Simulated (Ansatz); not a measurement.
Space group P6_3/mmc (No. 194). a = 4.083 Å, b = 4.083 Å, c = 9.403 Å, α = 90.00°, β = 90.00°, γ = 120.00°
```csv
atom,site,symmetry,x,y,z
Sr,2a,-3m.,0.0000,0.0000,0.5000
Si,2c,-6m2,0.6667,0.3333,0.7500
Cu,2d,-6m2,0.6667,0.3333,0.2500
```

Equation of state of this SrCuSi structure (not necessarily the ground state), with shape and atoms relaxed at each volume where symmetry leaves them free. It has no gap at any of these volumes. All numbers below come from DFT r2SCAN, scalar-relativistic, plane waves, PAW (Ansatz 0.2.0).

Settings: cutoff 500 eV, Γ-centred mesh 12×12×4 on the computed 6-atom cell, Gaussian smearing of 0.10 eV; no spin polarisation.

| V (Å³/atom) | E − E(largest V) (meV/atom) | P (GPa) |
| --- | --- | --- |
| 21.262 | 3.21 | 4.34 |
| 21.941 | -10.13 | 2.02 |
| 22.620 | -14.26 | -0.01 |
| 23.298 | -10.49 | -1.74 |
| 23.977 | 0.00 | -3.21 |

Fit a third-order Birch–Murnaghan equation to E(V).

V0 = 22.62 Å³/atom, B0 = 62 GPa, B0' = 4.2.

Cost: 5 runs of about 13 core-minutes in all, on Arm Neoverse V1 (shared hosts).